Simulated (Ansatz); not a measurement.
ZrNi5 (F-43m): electronic heat capacity from the density of states

Method: DFT r2SCAN, scalar-relativistic, plane waves, PAW (Ansatz).

Plane waves to 500 eV, a k mesh through Γ of 10×10×10 on the computed 6-atom cell and Gaussian smearing (0.10 eV); collinear spin from starting moments -0.13 0.76 0.35 0.35 0.35 0.35 μB.

Relaxed cell: F-43m, a = 6.648 Å, b = 6.648 Å, c = 6.648 Å, α = 90.00°, β = 90.00°, γ = 90.00°, 6 atoms in the primitive cell. Whether it is the stable form of this composition wasn't checked.

The density of states at the Fermi level is 5.228 states/eV in the cell of 6 atoms (1 formula unit; both spins, tetrahedra on a 15×15×15 mesh). The run ends with a moment of 1.55 μB a cell (largest on a site 0.69 μB), and the figure is for this state; a paramagnetic sample can have a quite different one. Another magnetic order, if the compound takes it, can change N(E_F) and the shape of the cell a good deal.

Q: What Sommerfeld coefficient does this give?

A: Per formula unit N(E_F) = 5.228 states/eV. γ = (π²/3) k_B² N(E_F) N_A = 2.357 mJ/(mol K²) per state/eV, so γ = 12.3 mJ/(mol K²), a mole of formula units. This is the bare band result: a measured γ of the same phase and magnetic order is as a rule larger by a factor 1 + λ from phonons and spin fluctuations. N(E_F) at one energy is sensitive to the mesh where the density of states has sharp peaks.

The state reached may not be the lowest one.

Only this magnetic start was tried.

Cost: 1 run of about 5.1 core-minutes, on Intel Xeon Platinum 8259CL (Skylake/Cascade Lake) (shared hosts).